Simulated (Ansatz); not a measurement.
K:
```yaml
crystal:
  lattice:
    - [4.66612, 0.00000, 0.00000]
    - [-2.33306, 4.04098, 0.00000]
    - [0.00000, 0.00000, 7.54593]
  atoms:
    - { symbol: K, position: [0.33333, 0.66667, 0.25000] }
    - { symbol: K, position: [0.66667, 0.33333, 0.75000] }
```

Relaxed with PBEsol.

**Question.** Which orbitals make up the states near the Fermi level in PBEsol (plane waves, PAW; program Ansatz)?

**Answer.** Within 0.5 eV of the Fermi level: K 4s 87 %, outside the projected shells 12 %. Projections are on Löwdin-orthogonalised atomic valence shells; empty p or d shells of many metals are not among them.

**Question.** Tabulate the density of states.

**Answer.** States/eV per cell of 2 atoms, in 0.25 eV bins, energy from the Fermi level.

| E (eV) | total | K 4s | K 3p |
|---|---|---|---|
| -2.35 | 0.00 | 0.00 | 0.00 |
| -2.10 | 0.21 | 0.21 | 0.00 |
| -1.85 | 0.47 | 0.46 | 0.00 |
| -1.60 | 0.66 | 0.65 | 0.01 |
| -1.35 | 0.76 | 0.74 | 0.01 |
| -1.10 | 0.92 | 0.90 | 0.01 |
| -0.85 | 1.05 | 1.02 | 0.01 |
| -0.60 | 1.19 | 1.14 | 0.01 |
| -0.35 | 1.32 | 1.25 | 0.01 |
| -0.10 | 1.50 | 1.37 | 0.01 |
| 0.15 | 1.64 | 1.42 | 0.01 |
| 0.40 | 1.79 | 1.38 | 0.01 |
| 0.65 | 2.12 | 1.35 | 0.00 |
| 0.90 | 2.00 | 0.83 | 0.00 |
| 1.15 | 2.39 | 0.49 | 0.00 |
| 1.40 | 3.15 | 0.38 | 0.00 |
| 1.65 | 2.93 | 0.19 | 0.00 |
| 1.90 | 3.10 | 0.21 | 0.00 |
| 2.15 | 2.03 | 0.12 | 0.00 |
| 2.40 | 2.48 | 0.09 | 0.00 |
| 2.65 | 3.37 | 0.14 | 0.00 |
| 2.90 | 4.25 | 0.13 | 0.00 |
| 3.15 | 4.10 | 0.07 | 0.00 |
| 3.40 | 2.75 | 0.04 | 0.00 |
| 3.65 | 2.38 | 0.03 | 0.00 |
| 3.90 | 2.86 | 0.02 | 0.00 |
| 4.15 | 4.78 | 0.08 | 0.00 |
| 4.40 | 4.65 | 0.10 | 0.00 |

Space group P6_3/mmc (hcp (Mg type)). The first step of the workflow began from a Materials Project structure, measured or hypothetical; the Crystallography Open Database copy checked does not list it. It is not the phase usual at ambient conditions (space group No. 229). The cell was relaxed with PBEsol under the symmetry of its start; whether a distortion lowers the energy is not shown.

Potentials: the later of the program's two PAW sets.
